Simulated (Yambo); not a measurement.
Yambo run on a free-standing TiS₃ monolayer (symmetry Pmmn, slab cell 20.4 Å high). The wavefunctions come from this Quantum ESPRESSO step (PBEsol, PseudoDojo standard norm-conserving files, scalar-relativistic):

```
&CONTROL
  calculation = 'nscf'
  pseudo_dir = './pseudo'
  outdir = './out'
/
&SYSTEM
  ibrav = 0
  nat = 8
  ntyp = 2
  ecutwfc = 84.0
  ecutrho = 336.0
  occupations = 'fixed'
  force_symmorphic = .true.
  nbnd = 110
  assume_isolated = '2D'
/
&ELECTRONS
  conv_thr = 8e-09
  diago_full_acc = .true.
  diago_thr_init = 1e-08
/
ATOMIC_SPECIES
S 32.0600 S.upf
Ti 47.8670 Ti.upf
CELL_PARAMETERS angstrom
  3.372120056000   0.000000000000   0.000000000000
  0.000000000000   4.921786569000   0.000000000000
  0.000000000000   0.000000000000  20.400000000000
ATOMIC_POSITIONS crystal
S   0.500000000000   0.292070907800   0.137472350400
S   0.000000000000   0.207929092200  -0.137472350400
S   0.000000000000   0.000000000000   0.021746141900
S   0.500000000000   0.500000000000  -0.021746141900
S   0.000000000000   0.792070907800  -0.137472350400
S   0.500000000000   0.707929092200   0.137472350400
Ti   0.500000000000   0.000000000000  -0.064998317200
Ti   0.000000000000   0.500000000000   0.064998317200
K_POINTS automatic
4 4 1 0 0 0
```

Yambo input:

```
rim_cut
gw0
dyson
el_el_corr
HF_and_locXC
ppa
em1d
rim_w
RandQpts= 1000000
RandGvec= 2 Ry
CUTGeo= "slab z"
EXXRLvcs= 84 Ry
VXCRLvcs= 336 Ry
Chimod= "HARTREE"
% BndsRnXp
 3 | 109 |
%
NGsBlkXp= 5 Ry
% LongDrXp
 1.0 | 1.0 | 0.0 |
%
RandGvecW= 433 mRy
PPAPntXp= 27.2114 eV
% GbndRnge
 1 | 109 |
%
GTermKind= "BG"
DysSolver= "n"
ExtendOut
% QPkrange
 1 | 1 | 30 | 31 |
 3 | 3 | 30 | 31 |
 7 | 7 | 30 | 31 |
 9 | 9 | 30 | 31 |
%
```

k points by index: 1 = Γ, 3 = (0, -0.5), 7 = (-0.5, 0), 9 = (-0.5, -0.5).

The o-*.qp file then holds:

```
#    K-point    Band    Eo [eV]    E [eV]    E-Eo [eV]    Vxc [eV]    Vnlxc [eV]    Sc|Eo [eV]    Sc|E [eV]    dSc/dw|Eo [eV]    Re(Z)    Im(Z)
#
    1    30    0.000000    0.103562    0.103562    -15.34220    -16.32859    1.133684    1.089956    -11.53309    0.702288    -0.005373
    1    31    0.221690    1.215486    0.993796    -16.32992    -9.995265    -4.895401    -5.340855    -12.18645    0.690636    -0.005682
    3    30    -0.348841    -0.390436    -0.041594    -14.76876    -16.59298    1.764919    1.782630    -11.45396    0.703725    -0.005397
    3    31    0.576996    1.556438    0.979442    -16.26530    -10.17565    -4.668053    -5.110201    -12.27329    0.689116    -0.005702
    7    30    -1.132520    -1.240457    -0.107937    -14.35245    -16.54697    2.040072    2.086580    -11.66751    0.699859    -0.005438
    7    31    1.953744    3.094008    1.140264    -19.56130    -11.14208    -6.695366    -7.278954    -13.90622    0.661692    -0.008232
    9    30    -1.487157    -1.552655    -0.065497    -14.41235    -16.58030    2.074027    2.102452    -11.71430    0.699017    -0.005495
    9    31    1.075208    1.929286    0.854079    -13.76885    -9.143857    -3.411180    -3.770910    -11.45105    0.703774    -0.005701
```
(The two width columns are left out.) Convergence of these settings isn't established.

Geometry relaxed with PBEsol.

This is a model layer cut from the bulk structure; whether it is stable on its own was not checked.
